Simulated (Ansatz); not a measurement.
A distorted cell of SnAu (NiAs type):

```
CELL_PARAMETERS angstrom
      4.24421     0.00000     0.00000
     -2.12210     3.67559     0.00000
      0.00000     0.00000     5.44281
ATOMIC_POSITIONS crystal
  Sn 0.66667 0.33333 0.75000
  Sn 0.33333 0.66667 0.25000
  Au 0.00000 0.00000 0.50000
  Au 0.00000 0.00000 0.00000
```

Computed with PBEsol (plane waves to 420 eV, PAW, scalar-relativistic; Ansatz, an electronic-structure program). k mesh 12×12×9 (Γ-centred), Fermi-Dirac smearing 0.05 eV. The energy includes the smearing's −TS. Stress and pressure are positive under compression. SnAu was relaxed with its symmetry unable to fall. Spin-orbit coupling is left out, though Au is heavy.

### Question
What is the stress tensor (GPa)?

### Answer
```
    6.3      0.0      0.0
    0.0      6.3      0.0
    0.0      0.0      7.2
```
The pressure, a third of the trace, is 6.6 GPa.

### Question
It is the relaxed cell scaled evenly to V/V₀ = 0.940, atoms relaxed where free. What is its energy relative to the relaxed cell?

### Answer
26 meV/atom.

(Under strain, the slope of the energy per volume gives the stress and its curvature an elastic modulus.)
